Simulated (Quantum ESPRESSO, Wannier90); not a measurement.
## Sr(ZnAs)$_{2}$ (P-3m1): Wannier90 run

```xyz
5
Lattice="4.2159 0.0000 0.0000 -2.1079 3.6511 0.0000 0.0000 0.0000 7.2710" Properties=species:S:1:pos:R:3 pbc="T T T"
Sr     0.0000     0.0000     0.0000
Zn    -2.1079     1.2170     2.6999
Zn     2.1079    -1.2170    -2.6999
As    -2.1079     1.2170    -1.9784
As     2.1079    -1.2170     1.9784
```

Structure: Materials Project mp-7770, symmetrised, not relaxed again. Not found in the COD (Crystallography Open Database) copy used; not checked further. Computed values, not measurements, from LDA: Quantum ESPRESSO (norm-conserving PseudoDojo potentials, cutoff 68 Ry, no spin polarisation, no spin-orbit coupling) on a Γ-centred 4×4×4 mesh, then Wannier90. Density: 12×12×4 mesh, cold smearing 0.01 Ry. Spin-orbit coupling, left out, would split the p-like bands by a few tenths of an eV. The gap is small at this level and was sampled on the meshes and a path alone.

Bands 23-24,35-40 form an isolated set from -11.96 to 0.00 eV relative to the valence-band maximum (on the path) and are turned into 8 Wannier functions by minimising the spread from the start: s and p on As. Bands 25–34 (Zn 3d 96 %) lie between the kept ones and are excluded.

### Question
Where do the functions sit, how wide are they and what are they made of?

### Answer
```
functions  spread (Å²)  nearest atom, distance (Å)  second atom, distance (Å)              weight on atomic waves
---------  -----------  --------------------------  -------------------------  ----------------------------------
2                 3.40                     As 0.37                    Zn 2.67   As 4p 54 %, As 4s 24 %, Sr 5s 6 %
6                 2.68                     As 0.77                    Zn 1.77  As 4p 57 %, As 4s 20 %, Zn 4s 11 %
```

Ω_I = 20.68 Å², Ω_total = 22.86 Å²; the interpolated bands follow pw.x to 64 meV rms on the path. It is the lowest total spread that any start reached here.
